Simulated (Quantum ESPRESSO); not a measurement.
**Band energies of SnO monolayer**

```
CELL_PARAMETERS angstrom
      3.78498     0.00000     0.00000
      0.00000     3.78498     0.00000
      0.00000     0.00000    15.30000
ATOMIC_POSITIONS crystal
  O  0.00000 0.50000 0.00000
  O  0.50000 0.00000 0.00000
  Sn 0.00000 0.00000 0.07655
  Sn 0.50000 0.50000 0.92345
```

PBEsol (Quantum ESPRESSO, PseudoDojo norm-conserving, 84 Ry, with spin-orbit coupling); path MΓXM; energies in eV from the valence-band maximum.

```
k (1/Å)  point  band 40  band 41  band 42  band 43  band 44  band 45  band 46  band 47
-------  -----  -------  -------  -------  -------  -------  -------  -------  -------
0.00         M    -0.63     3.10     3.10     3.10     3.10     5.27     5.27     5.27
0.21              -0.45     3.00     3.00     3.42     3.42     5.10     5.10     5.32
0.43              -0.16     3.09     3.09     4.17     4.17     4.95     4.95     5.44
0.64              -0.01     3.61     3.61     4.66     4.66     4.95     4.95     5.22
0.85              -0.01     3.86     3.86     4.01     4.01     4.50     4.50     5.66
1.07              -0.05     3.22     3.22     3.32     3.32     5.29     5.29     5.77
1.17         Γ    -0.06     3.13     3.13     3.21     3.21     5.39     5.39     5.85
1.29              -0.05     3.24     3.24     3.35     3.35     5.25     5.25     5.78
1.53              -0.01     3.94     3.94     4.17     4.17     4.26     4.26     5.57
1.77              -0.09     3.40     3.40     3.70     3.70     5.28     5.28     5.53
2.00         X    -0.53     3.17     3.17     3.17     3.17     5.95     5.95     5.95
2.19              -0.53     3.19     3.19     3.20     3.20     6.00     6.00     6.09
2.37              -0.54     3.22     3.22     3.23     3.23     5.78     5.78     5.85
2.56              -0.58     3.19     3.19     3.21     3.21     5.33     5.33     5.34
2.83         M    -0.63     3.10     3.10     3.10     3.10     5.27     5.27     5.27
```

The PBEsol gap is indirect, 2.98 eV, from 64 % of the way from M to Γ to 27 % of the way from M to Γ; the smallest direct gap is 3.19 eV. Another valence extremum on the path lies within 0.02 eV, too close to call. The valence-band maximum lies 5.50 eV below the vacuum level.

Geometry relaxed with PBEsol.

This is a model layer cut from the bulk structure; whether it is stable on its own was not checked.
